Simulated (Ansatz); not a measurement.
An Ansatz input:

```yaml
crystal:
  lattice:
    - [5.1872265046, 0.0, 0.0]
    - [-2.5936132523, 4.4922699282, 0.0]
    - [0.0, 0.0, 8.5403651062]
  atoms:
    - { symbol: Rb, position: [0.3333333333, 0.6666666667, 0.25] }
    - { symbol: Rb, position: [0.6666666667, 0.3333333333, 0.75] }
hamiltonian:
  xc: blyp
  pseudopotentials:
    kind: paw
    azcp:
      Rb: "pseudopotentials/Rb.paw.azcp"
basis:
  ecutwfc: 420
  fft_grid_basis: typed
kpoints:
  mp_grid: { grid: [8, 8, 5], shift: [0, 0, 0] }
magnetization:
  spin_polarized: false
scf:
  occupations: { method: fermi_dirac, width: 0.1 }
  lower_state_search: "off"
output:
  stress: true
  write_density: true
  write_potential: true
  elf: true
  volumetric_format: npy
```

Terminal output

```
Engine: ansatz 0.2.0, aarch64-unknown-linux-gnu
Pseudopotentials: kind: paw
Pseudopotential: Rb, paw, valence charge 9, recommended cutoff 420 eV (normal) 
Functional definition: BLYP
  parameter beta = 0.0042
  parameter a = 0.04918
  parameter b = 0.132
  parameter c = 0.2533
  parameter d = 0.349
  exchange = b88_x(beta = beta)
  correlation = lyp_c(a = a, b = b, c = c, d = d)
Crystal: 2 atoms, lattice volume = 199.011 Å³
Basis set: ecut = 420 eV, 3887 PW (Γ), exchange–correlation on 72×72×120 points (8 copies of the dense FFT grid, shifted against one another)
Bands: 13, of which v1, the nominal top of the filled ones, is band 9 counted from 1 (8 counted from 0)
Symmetry: 24 space group operations
Space group: P63/mmc (ITA 194), of the structure as read, at distance tolerance 5.8e-5 Å
k-points: 30 of 320
Non-local potential: Rb, projectors of the file, l = 0: 3, l = 1: 2, l = 2: 2
PAW form: soft (Blöchl's): semilocal exchange-correlation on the pseudo side does not see the compensation charge
PAW frozen core: Rb, regenerated for the run's functional, and the local potential with it (the file was generated under x = pbe(κ = 0.804, μ = 0.2195149727645171), c = pbe(β = 0.06672455060314922))
PAW one-centre angular grid: Rb, 110 points (default); XC on 64 Gauss nodes
Initial density: superposition of atomic densities (neutral atoms: chi_scale 0, normalization atom), corrected by the library's trained network
Initial wavefunctions: pseudopotential atomic-orbital guess
Functional: x = b88, c = lyp
SCF iter   1: F=—  HF=-6559.314615 eV  |F-HF|=—  |Δ(HF+E_count)|=         —  Δρ=2.00e-3  dr2=4.13e-3  ethr=1.77e-3  ⟨swp⟩=7.8  Hψ=2637  notcnv=0
SCF iter   2: F=—  HF=-6559.317224 eV  |F-HF|=—  |Δ(HF+E_count)|=   2.61e-3  Δρ=1.09e-3  dr2=1.81e-3  ethr=2.30e-5  ⟨swp⟩=1.9  Hψ=793  notcnv=0
SCF iter   3: F=—  HF=-6559.320276 eV  |F-HF|=—  |Δ(HF+E_count)|=   3.05e-3  Δρ=2.17e-4  dr2=2.81e-4  ethr=1.01e-5  ⟨swp⟩=2.3  Hψ=511  notcnv=0
SCF iter   4: F=—  HF=-6559.321071 eV  |F-HF|=—  |Δ(HF+E_count)|=   7.94e-4  Δρ=1.05e-4  dr2=5.06e-5  ethr=1.56e-6  ⟨swp⟩=3.0  Hψ=656  notcnv=0
SCF iter   5: F=—  HF=-6559.321217 eV  |F-HF|=—  |Δ(HF+E_count)|=   1.47e-4  Δρ=3.47e-5  dr2=6.70e-6  ethr=2.81e-7  ⟨swp⟩=2.9  Hψ=667  notcnv=0
SCF iter   6: F=—  HF=-6559.321247 eV  |F-HF|=—  |Δ(HF+E_count)|=   2.94e-5  Δρ=1.77e-5  dr2=2.06e-6  ethr=3.72e-8  ⟨swp⟩=2.9  Hψ=633  notcnv=0
SCF iter   7: F=—  HF=-6559.321255 eV  |F-HF|=—  |Δ(HF+E_count)|=   8.42e-6  Δρ=6.65e-6  dr2=1.64e-7  ethr=1.14e-8  ⟨swp⟩=2.8  Hψ=665  notcnv=0
SCF iter   8: F=-6559.321256 eV  HF=-6559.321256 eV  |F-HF|=1.75e-7  |Δ(HF+E_count)|=   7.54e-7  Δρ=2.63e-6  dr2=2.68e-8  ethr=5.56e-10  ⟨swp⟩=12.1  Hψ=3195  notcnv=0
SCF 1 converged in 8 iterations: F = -6559.321256 eV  dr2 = 2.68e-8
SCF converged after 8 iterations
Free energy (F): -6559.321256 eV
Harris-Foulkes:  -6559.321256 eV  (|F-HF|=1.75e-7)
Internal energy: -6559.255572 eV  (E = F + TS)
E sigma→0 (E₀):  -6559.288414 eV
Entropy (-TS):   -0.065684 eV (-32.842 meV/atom)
Fermi energy:    1.986404 eV
--- Per-component energies (eV) ---
  E_band       = -240.101205
  E_kinetic    = 380.774709
  E_local      = -1456.354293  (includes V_loc(G=0)·N_el)
  E_nonlocal   = 349.421990
  E_hartree    = 412.880123
  E_xc         = -254.517448
  E_vxc        = -264.782189  (∫ρ·V_xc dr)
  E_paw        = -5264.660582  (= ΣΔE_a)
  E_vpaw       = -74.921116  (= ΣTr[D̂ρ^β])
  E_aug_tail   = -0.000002  (compensation charges beyond the density's cutoff)
  E_ewald      = -726.955039
  E_core_change = 0.154970  (= ΣΔE_core)
  E_smearing   = -0.065684  (= −TS)
  E_closure    = -0.000000  (closes the sum)
  Σ components = -6559.321256   (vs F -6559.321256, Δ=0.00e0)
--- Stress (GPa, compression-positive) ---
       -0.055513      -0.000000       0.000000
        0.000000      -0.055513       0.000000
        0.000000       0.000000      -0.110552
  P = ⅓ Tr σ = -0.0739 GPa (-0.739 kbar)
--- Band table (eV; the first three rows and the last of 30) ---
  k-point 0: bands = ["-27.1292", "-27.1269", "-11.2252", "-11.1671", "-11.1671", "-11.1581", "-11.1578", "-11.1578", "0.1426", "2.0398", "2.7310", "5.2616", "5.2616"]
  k-point 1: bands = ["-27.1290", "-27.1271", "-11.2189", "-11.1663", "-11.1663", "-11.1646", "-11.1587", "-11.1587", "0.2452", "1.5997", "3.1958", "5.0477", "5.2407"]
  k-point 2: bands = ["-27.1284", "-27.1277", "-11.2023", "-11.1816", "-11.1639", "-11.1639", "-11.1610", "-11.1610", "0.5447", "1.0147", "3.8696", "4.5184", "5.2488"]
  k-point 29: bands = ["-27.1263", "-27.1262", "-11.2157", "-11.2136", "-11.1981", "-11.1929", "-11.1736", "-11.1713", "2.7126", "2.8273", "3.1667", "3.1889", "3.5100"]
```
